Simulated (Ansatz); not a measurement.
In₂S: stable or not

The cell was found from a structure generator's guess, not taken from experiment.

All numbers below come from Ansatz, DFT PBE, scalar-relativistic, plane waves, PAW. The final run on the 3-atom cell used 420 eV, a Γ-centred 12×12×10 mesh, 0.10 eV smearing and no spin polarisation.

```cif
data_structure
_symmetry_space_group_name_H-M 'P-3m1'
_symmetry_Int_Tables_number 164
_cell_length_a 4.0563
_cell_length_b 4.0563
_cell_length_c 5.6531
_cell_angle_alpha 90.000
_cell_angle_beta 90.000
_cell_angle_gamma 120.000
_cell_volume 80.55
loop_
_atom_site_label
_atom_site_type_symbol
_atom_site_symmetry_multiplicity
_atom_site_Wyckoff_symbol
_atom_site_fract_x
_atom_site_fract_y
_atom_site_fract_z
_atom_site_occupancy
In1 In 2 d 0.33333 0.66667 0.29370 1
S1 S 1 a 0.00000 0.00000 0.00000 1
```

The zero of energy is the elements' standard structures at the same level; no fitted shifts are applied.

Problem. These tests were run: energy against the elements; phonons on a 2×2×1 q mesh; elastic tensor. What do they show?

Solution.

```tsv
test	result
energy against the elements	−0.30 eV/atom
phonons on a 2×2×1 q mesh	no imaginary mode on the mesh
elastic tensor	least eigenvalue 6 GPa
```

It fails none of these tests outright. Other phases of the system weren't compared here, so this isn't yet thermodynamic stability. Undecided within the accuracy: elastic tensor.

The reference form of S is held partly by dispersion forces, which this level lacks. The run for the phonons used a 12×12×10 k mesh and Fermi–Dirac smearing of 0.15 eV. The run for the elastic tensor used a 12×12×10 k mesh and Fermi–Dirac smearing of 0.15 eV.
